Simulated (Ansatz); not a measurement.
Computed with DFT PBE, scalar-relativistic, plane waves, PAW (Ansatz). Settings of the last relaxation (5-atom cell): 420 eV, 8×8×8 k points, Gaussian smearing of 0.10 eV, collinear spin.

The zero of energy is the elements' standard structures at the same level; no fitted shifts are applied. The references include crystalline Br.

Q: Propose a candidate for a cubic metal made of Br and Mn, with a formation energy near −0.18 eV/atom, a density near 4.57 g/cm³ and a net moment near 0.6 μB per atom, in a cell of 5 atoms. Its symmetry should be Pm-3m (No. 221).

A: MnBr₄, space group Pm-3m (No. 221). Around Mn lie 6 Br at 2.57 Å; Br on a site of symmetry m-3m has 12 Br at 3.64 Å (long contacts); Br on a site of symmetry 4/mmm is surrounded by 2 Mn at 2.57 Å and 12 Br at 3.64 Å.

```
Mn Br
1.0
     5.14538    0.00000    0.00000
     0.00000    5.14538    0.00000
     0.00000    0.00000    5.14538
Mn Br
1 4
Direct
  0.50000 0.50000 0.50000
  0.00000 0.00000 0.00000
  0.50000 0.50000 0.00000
  0.50000 0.00000 0.50000
  0.00000 0.50000 0.50000
```

* Volume per atom: 27.24 Å³
* Density: 4.57 g/cm³
* Energy over the elements: −0.18 eV/atom
* Gap on the 8×8×8 mesh of the 5-atom cell: 0 eV (a metal)
* Net moment per atom: 0.60 μB
* Moment by site: Mn 3.9; Br -0.8 μB

The structure comes from a generated guess, relaxed at this level; another structure or a mixture of phases may lie lower. The answer needn't be unique; the calculation gave this one.

In such compounds of Mn a zero gap at this level may well be an artefact, since no Hubbard U is applied. The reference form of Br is held partly by dispersion forces, which this level lacks. The magnetic state reached may not be the lowest. A structure relaxed within its symmetry needn't be a true minimum. Site moments count only spheres around the atoms; the net moment includes the space between them.
